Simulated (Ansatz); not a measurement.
From the elastic tensor of Be to moduli and sound speeds

The calculation used DFT PBE, scalar-relativistic, plane waves, PAW in Ansatz. Settings: 420 eV plane-wave cutoff, Γ-centred 30×30×16 mesh, Fermi-Dirac smearing of 0.15 eV. No spin polarisation.

Space group P6_3/mmc (No. 194), hexagonal, a = 2.264 Å, c = 3.563 Å. Be has 12 Be at 2.21–2.26 Å.

It comes from a database structure that was distorted and then relaxed. In a metal, frequencies and elastic constants depend on the k mesh and the smearing, soft modes and shear constants most.

Relaxed-ion constants (GPa, on the Cartesian axes of the calculation):
```
315.5  25.6  12.1   0.0   0.0   0.0
 25.6 315.5  12.1   0.0   0.0   0.0
 12.2  12.2 378.5   0.0   0.0   0.0
  0.0   0.0   0.0 166.7   0.0   0.0
  0.0   0.0   0.0   0.0 166.7   0.0
  0.0   0.0   0.0   0.0   0.0 144.9
```

Density 1.892 g/cm³; 2 atoms in 15.82 Å³.

With S = C⁻¹: B_V = (C11+C22+C33+2(C12+C13+C23))/9, G_V = (C11+C22+C33−C12−C13−C23+3(C44+C55+C66))/15, 1/B_R = S11+S22+S33+2(S12+S13+S23), 15/G_R = 4(S11+S22+S33−S12−S13−S23)+3(S44+S55+S66); Hill is their mean. Then v_l = √((B+4G/3)/ρ), v_t = √(G/ρ), v_m = [(2/v_t³+1/v_l³)/3]^(−1/3) and Θ = (ħ/k_B)·v_m·(6π²n/V)^(1/3) for n atoms in the volume V; E = 9BG/(3B+G), ν = (3B−2G)/(2(3B+G)) and A^U = 5G_V/G_R + B_V/B_R − 6.

* Bulk modulus, Voigt / Reuss / Hill: 123.2 / 122.7 / 123.0 GPa
* Shear modulus, Voigt / Reuss / Hill: 159.6 / 158.5 / 159.1 GPa
* Young's modulus: 333 GPa
* Poisson ratio: 0.048
* Pugh ratio B/G: 0.77 (under 1.75, the rule of thumb for brittle)
* Universal anisotropy index: 0.04
* Longitudinal and transverse sound speeds: 13307 and 9168 m/s
* Debye temperature from the mean sound speed: 1491 K
